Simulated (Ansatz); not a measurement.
RuRhN₂:
```xyz
4
Lattice="1.3958 0.8059 6.3770 -1.3958 0.8059 6.3770 0.0000 -1.6118 6.3770" Properties=species:S:1:pos:R:3 pbc="T T T"
Ru     0.0000     0.0000     9.5655
Rh     0.0000     0.0000     0.0000
N      0.0000     0.0000    17.2096
N      0.0000     0.0000     1.9214
```
The run is spin-polarised; directions of the spins, atom by atom: ↑ 0 0 0.

Relaxed with r²SCAN. Special points in fractions of this cell's reciprocal vectors: Γ (0.000, 0.000, 0.000); T (0.500, 0.500, 0.500); H2 (0.823, 0.177, 0.500); H0 (0.500, -0.177, 0.177); L (0.500, 0.000, 0.000); S0 (0.339, -0.339, 0.000); S2 (0.661, 0.000, 0.339); F (0.500, 0.000, 0.500).

Question: List the band energies nearest the Fermi level at these points for DFT-r²SCAN in the program Ansatz with PAW potentials.

Answer: In eV from the Fermi level; about four levels below and three above (degenerate sets whole), none deeper than 8.9 eV; … stands for higher levels left out; points with the same levels are listed once.

```csv
k,below,above
Γ ↑,-1.07 -1.07 -0.92 -0.92,4.21 4.21 …
T ↑,-2.30 -2.30 -2.29 -2.29 -1.07,0.93 0.93 3.45 3.45
H2 ↑,-2.10 -1.40 -0.42 -0.41,0.35 2.42 3.99
L ↑,-3.36 -2.94 -1.32 -0.38,0.29 0.59 0.68
S0 ↑,-2.10 -1.27 -0.75 -0.15,0.34 2.40 4.06
F ↑,-2.23 -1.99 -1.44 -0.38,0.59 1.12 2.27
Γ ↓,-1.07 -1.07 -0.79 -0.79,4.38 4.38 …
T ↓,-2.31 -2.31 -1.93 -1.93 -0.87,0.97 0.97 3.64 3.64
H2 ↓,-2.07 -1.30 -0.22 -0.13,0.65 2.53 4.15
L ↓,-4.51 -3.32 -2.72 -1.32,0.15 0.32 0.56
S0 ↓,-2.35 -2.07 -1.20 -0.46,0.11 0.63 2.51
F ↓,-3.24 -2.15 -1.87 -1.46,0.15 0.56 1.44
```

Space group R-3m. The start of the workflow was typed in or built on a structure type; neither database checked (COD, Materials Project) lists it. Its standing as an ambient phase is unchecked. The r²SCAN relaxation kept the symmetry of its start; its stability against distortions is not shown here. The final state is ferromagnetic, the only order run, not a proven ground state. Its formation energy is positive at this level, so the cell may be metastable or incomplete. Other orbital occupations within this spin state were not tried. No Hubbard U is applied. Scalar-relativistic: spin–orbit coupling is off unless named, which matters more the heavier the elements.

Potentials: the later of the program's two PAW sets.
